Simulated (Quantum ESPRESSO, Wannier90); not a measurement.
## Wannierisation of Zn$_{2}$SeS (P-4m2)

```xyz
4
Lattice="3.9093 0.0000 0.0000 0.0000 3.9093 0.0000 0.0000 0.0000 5.5221" Properties=species:S:1:pos:R:3 pbc="T T T"
Zn     1.9546     0.0000    -1.3084
Zn     0.0000     1.9546     1.3084
Se     0.0000     0.0000     2.7611
S      1.9546     1.9546     0.0000
```

Structure: Materials Project mp-1215430, symmetrised, not relaxed again. Not found in the COD (Crystallography Open Database) copy used; not checked further. Level: PBEsol, spinors with spin-orbit coupling; pw.x of Quantum ESPRESSO at 69 Ry with PseudoDojo potentials, 4×4×4 k-points, Wannier90. Density: 8×8×6 mesh, cold smearing 0.01 Ry.

A tight-binding model is made by disentanglement and projection with no localisation steps (num_iter = 0), so the 52 orbitals stay atom-like: hydrogen-like Zn: s;p;d; Se: s;p; S: s;p, axes along x, y, z; frozen window up to 2.90 eV relative to the valence-band maximum. It follows pw.x to 5.6 meV rms for states up to 2.4 eV relative to the valence-band maximum. Matrix elements depend on this choice of orbitals and windows.

Task: What are the on-site energies relative to the valence-band maximum, and how fast do the hoppings decay?

Result: 
```tsv
atom	orbitals	energy (eV)
Zn1	s↑ s↓	0.72
Zn1	pz↑ pz↓	5.77
Zn1	px↑ px↓	5.74
Zn1	py↑ py↓	5.89
Zn1	dz2↑ dz2↓ dxy↑ dxy↓	-6.23
Zn1	dxz↑ dxz↓ dx2-y2↑ dx2-y2↓	-6.37
Zn1	dyz↑ dyz↓	-6.36
Zn2	s↑ s↓	0.72
Zn2	pz↑ pz↓	5.77
Zn2	px↑ px↓	5.89
Zn2	py↑ py↓	5.74
Zn2	dz2↑ dz2↓ dxy↑ dxy↓	-6.23
Zn2	dxz↑ dxz↓ dx2-y2↑ dx2-y2↓	-6.36
Zn2	dyz↑ dyz↓	-6.37
Se3	s↑ s↓	-9.94
Se3	pz↑ pz↓	0.55
Se3	px↑ px↓ py↑ py↓	0.48
S4	s↑ s↓	-9.86
S4	pz↑ pz↓	-0.24
S4	px↑ px↓ py↑ py↓	-0.20
```

```tsv
distance of the centres (Å)	largest modulus (eV)
2–3	2.0
3–4	0.57
4–5	0.24
5–6	0.072
6–7	0.13
```
